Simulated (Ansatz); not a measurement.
SiS$_{2}$:
```cif
data_S6Si3
_chemical_formula_sum 'Si3 S6'
_space_group_name_H-M_alt 'P3221'
_space_group_IT_number 154
_space_group_name_Hall 'P 32 2"'
_cell_length_a 5.75516
_cell_length_b 5.75516
_cell_length_c 6.80523
_cell_angle_alpha 90.000
_cell_angle_beta 90.000
_cell_angle_gamma 120.000
loop_
_atom_site_label
_atom_site_type_symbol
_atom_site_symmetry_multiplicity
_atom_site_Wyckoff_symbol
_atom_site_fract_x
_atom_site_fract_y
_atom_site_fract_z
_atom_site_occupancy
Si1 Si 3 a 0.54486 0.54486 0.00000 1
S1 S 6 c 0.31223 0.37000 0.25965 1
```

Relaxed with r²SCAN.

Which orbitals make up the states near the band edges in r²SCAN (plane waves, PAW; program Ansatz)?

Top 1 eV of the valence band: S 3p 94 %. Bottom 1 eV of the conduction band: S 3p 30 %, Si 3p 26 %, Si 3s 21 %, S 3s 8 %, outside the projected shells 14 %. Projections are on Löwdin-orthogonalised atomic valence shells; empty p or d shells of many metals are not among them.

Tabulate the density of states.

States/eV per cell of 9 atoms, in 0.25 eV bins, energy from the valence-band maximum.

| E (eV) | total | S 3p | Si 3p | S 3s |
|---|---|---|---|---|
| -7.85 | 0.47 | 0.21 | 0.05 | 0.06 |
| -7.60 | 1.00 | 0.45 | 0.12 | 0.14 |
| -7.35 | 2.68 | 1.22 | 0.36 | 0.38 |
| -7.10 | 2.88 | 1.31 | 0.41 | 0.42 |
| -6.85 | 0.77 | 0.36 | 0.14 | 0.10 |
| -6.60 | 0.54 | 0.26 | 0.10 | 0.07 |
| -6.35 | 2.53 | 1.25 | 0.48 | 0.33 |
| -6.10 | 3.04 | 1.52 | 0.60 | 0.37 |
| -5.85 | 1.31 | 0.68 | 0.30 | 0.13 |
| -5.60 | 0.70 | 0.38 | 0.18 | 0.06 |
| -5.35 | 0.27 | 0.16 | 0.09 | 0.01 |
| -5.10 | 6.67 | 4.16 | 2.25 | 0.09 |
| -4.85 | 6.32 | 3.93 | 2.07 | 0.15 |
| -4.60 | 4.86 | 3.06 | 1.55 | 0.14 |
| -4.35 | 3.70 | 2.33 | 1.13 | 0.14 |
| -4.10 | 1.78 | 1.14 | 0.54 | 0.06 |
| -3.85 | 0.65 | 0.42 | 0.20 | 0.02 |
| -3.60 | 1.26 | 0.86 | 0.16 | 0.15 |
| -3.35 | 7.61 | 5.59 | 1.11 | 0.65 |
| -3.10 | 6.95 | 5.17 | 0.95 | 0.58 |
| -2.85 | 7.53 | 5.88 | 0.95 | 0.49 |
| -2.60 | 4.84 | 3.81 | 0.54 | 0.32 |
| -2.35 | 10.25 | 8.32 | 1.03 | 0.58 |
| -2.10 | 2.12 | 1.77 | 0.18 | 0.12 |
| -1.85 | 7.42 | 6.33 | 0.53 | 0.38 |
| -1.60 | 5.65 | 4.88 | 0.35 | 0.28 |
| -1.35 | 3.86 | 3.45 | 0.17 | 0.13 |
| -1.10 | 5.95 | 5.42 | 0.21 | 0.15 |
| -0.85 | 10.14 | 9.38 | 0.31 | 0.18 |
| -0.60 | 8.46 | 7.94 | 0.18 | 0.12 |
| -0.35 | 7.40 | 7.00 | 0.12 | 0.09 |
| -0.10 | 6.57 | 6.29 | 0.10 | 0.06 |
| 0.15 | 0.00 | 0.00 | 0.00 | 0.00 |
| 0.40 | 0.00 | 0.00 | 0.00 | 0.00 |
| 0.65 | 0.00 | 0.00 | 0.00 | 0.00 |
| 0.90 | 0.00 | 0.00 | 0.00 | 0.00 |
| 1.15 | 0.00 | 0.00 | 0.00 | 0.00 |
| 1.40 | 0.00 | 0.00 | 0.00 | 0.00 |
| 1.65 | 0.00 | 0.00 | 0.00 | 0.00 |
| 1.90 | 0.00 | 0.00 | 0.00 | 0.00 |
| 2.15 | 0.00 | 0.00 | 0.00 | 0.00 |
| 2.40 | 0.00 | 0.00 | 0.00 | 0.00 |
| 2.65 | 0.00 | 0.00 | 0.00 | 0.00 |
| 2.90 | 0.17 | 0.04 | 0.06 | 0.01 |
| 3.15 | 2.32 | 0.69 | 0.65 | 0.20 |
| 3.40 | 8.30 | 2.49 | 2.18 | 0.72 |
| 3.65 | 4.42 | 1.34 | 1.22 | 0.35 |
| 3.90 | 4.80 | 1.49 | 1.16 | 0.45 |
| 4.15 | 3.56 | 1.04 | 1.01 | 0.37 |
| 4.40 | 5.87 | 1.30 | 2.58 | 0.58 |
| 4.65 | 7.58 | 1.72 | 3.27 | 0.75 |
| 4.90 | 3.27 | 0.67 | 1.43 | 0.36 |
| 5.15 | 3.13 | 0.69 | 1.32 | 0.27 |
| 5.40 | 3.25 | 0.75 | 1.34 | 0.22 |
| 5.65 | 1.71 | 0.47 | 0.59 | 0.07 |
| 5.90 | 5.60 | 1.42 | 1.86 | 0.24 |
| 6.15 | 6.04 | 1.39 | 2.16 | 0.25 |
| 6.40 | 6.02 | 1.38 | 1.97 | 0.20 |
| 6.65 | 5.16 | 1.14 | 1.46 | 0.17 |
| 6.90 | 4.73 | 1.02 | 1.28 | 0.16 |
| 7.15 | 5.53 | 1.16 | 1.40 | 0.16 |
| 7.40 | 6.60 | 1.31 | 1.55 | 0.20 |
| 7.65 | 5.22 | 1.01 | 1.27 | 0.14 |

Space group P3_221. The start of the workflow was typed in or built on a structure type; neither database checked (COD, Materials Project) lists it. COD files the formula under space group No. 72, 122. Whether it is the stable phase at ambient conditions was not checked. Symmetry was held in the r²SCAN relaxation; whether a distortion lowers the energy is not shown. The volume moved by -22 % from the start of the relaxation.

Potentials: the earlier of the program's two PAW sets. The files were generated under PBE; for other functionals the program regenerates the frozen cores, and for LDA and PBEsol the local potential too.
